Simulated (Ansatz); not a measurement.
Bulk Cd(HO)2, relaxed with r²SCAN+D4 (plane waves, PAW; program Ansatz):

```
CELL_PARAMETERS angstrom
      3.50657     0.00000     0.00000
     -1.75328     3.03678     0.00000
      0.00000     0.00000     4.59762
ATOMIC_POSITIONS crystal
  Cd 0.00000 0.00000 0.00000
  H  0.66667 0.33333 0.55009
  H  0.33333 0.66667 0.44991
  O  0.66667 0.33333 0.75981
  O  0.33333 0.66667 0.24019
```

### Question
One layer is taken out and relaxed. What does that cost?

### Answer
71 meV/atom, or 33 meV/Å² of layer.

### Question
What lattice and gap has the free layer?

### Answer
a = 3.505 Å; gap 2.93 eV, direct.

Space group P-3m1. The layer was cut from a bulk entry of the Materials Project (measured or hypothetical); whether that bulk phase is the ambient one, and whether the layer has been isolated, was not checked. Symmetry was held in the r²SCAN+D4 relaxation; whether a distortion lowers the energy is not shown. Scalar-relativistic: spin–orbit coupling is off unless named, which matters more the heavier the elements.

Potentials: the later of the program's two PAW sets.
